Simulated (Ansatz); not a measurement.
The end of the path is a generated cell of AlIr: the first start was made by a random draw of sites in a space group, and the end was not matched to a known phase here, so it may be hypothetical.

A geometry of AlIr away from equilibrium: step 14 of the relaxation of a randomly generated symmetric cell of AlIr (space group No. 38). These are PBE (plane waves to 420 eV, PAW, scalar-relativistic; Ansatz, an electronic-structure program) values and carry that method's errors. Γ-centred k-mesh 6×15×15 on the run's cell (coarser than for final values), Fermi–Dirac smearing 0.05 eV.

```xyz
2
Lattice="4.1286 0.0000 0.0000 0.0000 2.3675 1.4562 0.0000 -2.3675 1.4562" Properties=species:S:1:pos:R:3:forces:R:3 pbc="T T T" free_energy=-12473.738 pressure_GPa=4.5
Al     0.0000     0.0000     0.7878    0.0000    0.0000    0.0000
Ir     2.0643     0.0000     2.2439    0.0000    0.0000    0.0000
```

Positions in Å, forces in eV/Å, free energy of the cell in eV (comparable only within this code, potentials and settings). Largest force: all forces are below 0.005 eV/Å; the geometry lies 0.01 eV/atom above the end of its relaxation.

No spin polarisation in the result.

The run could not lose the symmetry of its start, so the end can be a saddle point.
